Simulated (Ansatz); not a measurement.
C:
```cif
data_C2
_chemical_formula_sum 'C2'
_space_group_name_H-M_alt 'P 1'
_space_group_IT_number 1
_cell_length_a 2.45302
_cell_length_b 2.45302
_cell_length_c 3.58566
_cell_angle_alpha 90.000
_cell_angle_beta 90.000
_cell_angle_gamma 120.000
loop_
_space_group_symop_operation_xyz
  'x, y, z'
loop_
_atom_site_label
_atom_site_type_symbol
_atom_site_fract_x
_atom_site_fract_y
_atom_site_fract_z
_atom_site_occupancy
C1 C 0.33333 0.66667 0.00000 1
C2 C 0.66667 0.33333 0.00000 1
```

Relaxed with r²SCAN+D4.

### Question
Which orbitals make up the states near the Fermi level in r²SCAN+D4 (plane waves, PAW; program Ansatz)?

### Answer
Within 0.5 eV of the Fermi level: C 2p 99 %. Projections are on Löwdin-orthogonalised atomic valence shells; empty p or d shells of many metals are not among them.

### Question
Tabulate the density of states.

### Answer
States/eV per cell of 2 atoms, in 0.25 eV bins, energy from the Fermi level.

```
E (eV)  total  C 2p  C 2s
------  -----  ----  ----
-7.85    0.62  0.57  0.05
-7.60    0.71  0.66  0.04
-7.35    0.81  0.76  0.04
-7.10    0.83  0.79  0.03
-6.85    1.10  1.06  0.03
-6.60    0.86  0.83  0.03
-6.35    0.70  0.68  0.02
-6.10    0.69  0.67  0.02
-5.85    0.63  0.61  0.02
-5.60    0.64  0.62  0.02
-5.35    0.62  0.60  0.01
-5.10    0.58  0.57  0.01
-4.85    0.56  0.55  0.01
-4.60    0.55  0.54  0.01
-4.35    0.54  0.53  0.01
-4.10    0.53  0.52  0.00
-3.85    0.52  0.52  0.00
-3.60    0.53  0.52  0.00
-3.35    0.49  0.49  0.00
-3.10    0.38  0.38  0.00
-2.85    0.40  0.40  0.00
-2.60    0.38  0.38  0.00
-2.35    0.36  0.36  0.00
-2.10    0.33  0.33  0.00
-1.85    0.24  0.24  0.00
-1.60    0.19  0.19  0.00
-1.35    0.15  0.15  0.00
-1.10    0.11  0.11  0.00
-0.85    0.09  0.09  0.00
-0.60    0.06  0.06  0.00
-0.35    0.03  0.03  0.00
-0.10    0.03  0.03  0.00
0.15     0.03  0.03  0.00
0.40     0.04  0.04  0.00
0.65     0.07  0.07  0.00
0.90     0.12  0.12  0.00
1.15     0.22  0.22  0.00
1.40     0.30  0.29  0.00
1.65     0.32  0.31  0.00
1.90     0.33  0.32  0.00
2.15     0.35  0.34  0.00
2.40     0.37  0.35  0.00
2.65     0.32  0.30  0.00
2.90     0.28  0.26  0.00
3.15     0.25  0.24  0.00
3.40     0.24  0.23  0.00
3.65     0.22  0.21  0.00
3.90     0.23  0.20  0.00
4.15     0.24  0.20  0.00
4.40     0.25  0.19  0.00
4.65     0.26  0.18  0.00
```

Space group P6/mmm. The workflow started from a Materials Project entry (that database holds measured and hypothetical structures alike); the Crystallography Open Database copy checked does not list it. It is not the phase usual at ambient conditions (space group No. 194, 227). The cell was relaxed with r²SCAN+D4 under the symmetry of its start; its stability against distortions is not shown here.

Potentials: the later of the program's two PAW sets.
